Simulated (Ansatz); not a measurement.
PbS:
```
CELL_PARAMETERS angstrom
     -2.08710     2.08710     2.94935
      2.08710    -2.08710     2.94935
      2.08710     2.08710    -2.94935
ATOMIC_POSITIONS crystal
  Pb 0.00000 0.00000 0.00000
  S  0.50000 0.50000 0.00000
```

PBEsol in the plane-wave PAW code Ansatz gives a gap of 0.19 eV without spin–orbit coupling, maximum at N, minimum at N.

Task: What happens when spin–orbit coupling is switched on?

Result: The gap goes up by 0.05 eV, to 0.24 eV; maximum at N, minimum off the standard path, at k = (-0.016, 0.500, -0.492). The small gap may have closed and reopened with inverted band order, as semilocal functionals often give for heavy narrow-gap crystals.

Space group Fm-3m (rock salt). The PBEsol relaxation kept the symmetry of its start.

Potentials: the later of the program's two PAW sets.
